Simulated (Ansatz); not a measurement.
Sb:
```cif
data_Sb4
_chemical_formula_sum 'Sb4'
_space_group_name_H-M_alt 'P 1'
_space_group_IT_number 1
_cell_length_a 6.02176
_cell_length_b 6.02176
_cell_length_c 6.02176
_cell_angle_alpha 109.471
_cell_angle_beta 109.471
_cell_angle_gamma 109.471
loop_
_space_group_symop_operation_xyz
  'x, y, z'
loop_
_atom_site_label
_atom_site_type_symbol
_atom_site_fract_x
_atom_site_fract_y
_atom_site_fract_z
_atom_site_occupancy
Sb1 Sb 0.71087 0.00000 0.00000 1
Sb2 Sb 0.00000 0.71087 0.00000 1
Sb3 Sb 0.00000 0.00000 0.71087 1
Sb4 Sb 0.28913 0.28913 0.28913 1
```

Relaxed with r²SCAN+D4. 

HSE06 on this cell (Ansatz, a quantum-chemistry and plane-wave program, PAW) gives a gap of 1.56 eV. What does r²SCAN+D4 give?

1.29 eV.

Cost on shared cores: the r²SCAN+D4 run (SCF on a 6×6×6 mesh, then bands and DOS) roughly 2.2 core-minutes, the HSE06 run (SCF on 4×4×4, then a few points) about 2.7 core-minutes (a rough figure); the tasks are unlike.

Space group I-43m. The start of the workflow was typed in or built on a structure type; neither database checked (COD, Materials Project) lists it. It is not the phase usual at ambient conditions (space group No. 166). Symmetry was held in the r²SCAN+D4 relaxation; whether a distortion lowers the energy is not shown. The volume moved by 16 % from the start of the relaxation. Scalar-relativistic: spin–orbit coupling is off unless named, which matters more the heavier the elements.

Potentials: the later of the program's two PAW sets.

Ansatz is a plane-wave DFT program.
